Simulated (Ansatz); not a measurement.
Data:

Sr$_{2}$ZnMoO$_{6}$ (space group I4/m)

```yaml
crystal:
  lattice:
    - [-2.78105, 2.78105, 4.00969]
    - [2.78105, -2.78105, 4.00969]
    - [2.78105, 2.78105, -4.00969]
  atoms:
    - { symbol: Sr, position: [0.25000, 0.75000, 0.50000] }
    - { symbol: Sr, position: [0.75000, 0.25000, 0.50000] }
    - { symbol: Zn, position: [0.50000, 0.50000, 0.00000] }
    - { symbol: Mo, position: [0.00000, 0.00000, 0.00000] }
    - { symbol: O, position: [0.28115, 0.19793, 0.47908] }
    - { symbol: O, position: [0.71885, 0.80207, 0.52092] }
    - { symbol: O, position: [0.19793, 0.71885, 0.91678] }
    - { symbol: O, position: [0.80207, 0.28115, 0.08322] }
    - { symbol: O, position: [0.23926, 0.23926, 0.00000] }
    - { symbol: O, position: [0.76074, 0.76074, 0.00000] }
```

Equation-of-state scan: isotropic scaling of the cell above, V₀ being its volume. The atoms relax within the cell's symmetry.

Computed with r2SCAN (plane waves to 500 eV, PAW, scalar-relativistic; Ansatz, a quantum-chemistry and plane-wave program). k mesh 8×8×8 (Γ-centred), Fermi-Dirac smearing 0.05 eV. E stands for the smeared free energy. Compression counts positive. With the shape held, the modulus is that of even scaling; a crystal free to change shape is softer. Sr2ZnMoO6 is run without spin polarisation. Sr2ZnMoO6 was relaxed with its symmetry unable to fall. The zero of ΔE is the relaxed starting cell.

The scan covers V/V₀ from 0.900 to 1.100 in 11 points.

Question: What is the fitted pressure derivative B₀′?

Answer: 4.8.

Question: What bulk modulus at fixed cell shape B₀ follows from a third-order Birch-Murnaghan fit?

Answer: 149 GPa.

(Under strain, the slope of the energy per volume gives the stress and its curvature an elastic modulus.)
